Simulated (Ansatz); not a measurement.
**Computed properties of TiZn3**

```yaml
crystal:
  lattice:
    - [3.93220, 0.00000, 0.00000]
    - [0.00000, 3.93220, 0.00000]
    - [0.00000, 0.00000, 3.93220]
  atoms:
    - { symbol: Ti, position: [0.00000, 0.00000, 0.00000] }
    - { symbol: Zn, position: [0.00000, 0.50000, 0.50000] }
    - { symbol: Zn, position: [0.50000, 0.00000, 0.50000] }
    - { symbol: Zn, position: [0.50000, 0.50000, 0.00000] }
```

Atom numbers follow the list: Ti1, Zn2, Zn3, Zn4.

The conventional cell has a = 3.932 Å, b = 3.932 Å, c = 3.932 Å, α = 90.00°, β = 90.00°, γ = 90.00°. Ti (atom 1) is surrounded by 12 Zn at 2.78 Å. Zn (atom 2) is surrounded by 4 Ti at 2.78 Å and 8 Zn at 2.78 Å.

The cell comes from COD entry 1527931, which wasn't checked; take it as a given geometry.

All numbers are computed: DFT, LDA, all-electron LAPW, scalar-relativistic (Ansatz 0.2.0); DFT, LDA, PAW with Ansatz's default frozen-core files, scalar-relativistic (Ansatz 0.2.0).

For LAPW: a Γ-centred 9×9×9 k mesh, Fermi–Dirac smearing of 0.05 eV, basis error target 1 meV/atom, no spin polarisation. PAW takes a cutoff of 420 eV at this cell (files made with PBE, cores remade for this functional). The Ansatz runs share mesh, smearing and spin set-up. Values come from LAPW unless marked.

```json
{
 "Density of states at the Fermi level (0.2 eV bin)": "3.38 states/eV per cell",
 "Volume per atom": "102.6 bohr³"
}
```

Task: Band gap: what does the calculation give?

Result: none: bands cross the Fermi level, a metal.

Task: Bader charges (from the PAW run): what does the calculation give?

Result: Ti1 +1.07, Zn2 -0.36 e.

Task: Predict this quantity. Löwdin charges (with 1.61 e of the cell spilling out of the atomic basis, so their sizes and signs hang on that basis).

Result: Ti1 -0.50, Zn2 0.70 e.

Task: Give the computed value. Pressure at this cell.

Result: -9.90 GPa.
